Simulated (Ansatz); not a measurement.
# Zr$_{2}$Au: strain energy, fitted

Zr$_{2}$Au, I4/mmm, a = 3.297 Å, c = 11.666 Å. The structure is a COD entry; whether it is the stable form wasn't checked. Ansatz: r2SCAN, PAW, 500 eV, Γ-centred 12×12×4 mesh on 6 atoms, Gaussian smearing 0.10 eV; no spin polarisation. Series: strain along c alone, the other axes held, atoms relaxed; x is the strain in per cent. y is the free energy over the unstrained cell, V0 = 21.134 Å³/atom.

```tsv
x (%)	y (meV/atom)
-3.0	?
-1.5	2.61
0.0	0.00
1.5	2.08
3.0	8.63
```

Q: Fit y = c2 x² + c3 x³ to the other rows, turn c2 into a modulus, and predict the missing energy.

A: Least squares on the rows shown. y = 1.072 x² − 0.03892 x³. In eV per unit strain² c2 is 10.72; this is C33 with relaxed ions (E = ½ C33 V0 ε²): 2 × 10.72 × 160.2 / (21.134) = 163 GPa. The unstrained cell keeps some stress along the strain, worth a slope of -0.16 meV/atom per %, which the form leaves out. At x = -3.0 the fit asked for gives 10.70 meV/atom. The run gave 10.11 meV/atom, so the fit is 0.59 meV/atom too high, 5.8 % of the span of the series, against an rms of 0.12 meV/atom on the fitted rows. The row lies outside the fitted range. With a term in x⁴ added, a fit to the same known rows (none to spare) predicts 12.87 meV/atom, further off still.

Spin–orbit coupling is left out, which can shift energies with elements as heavy as these.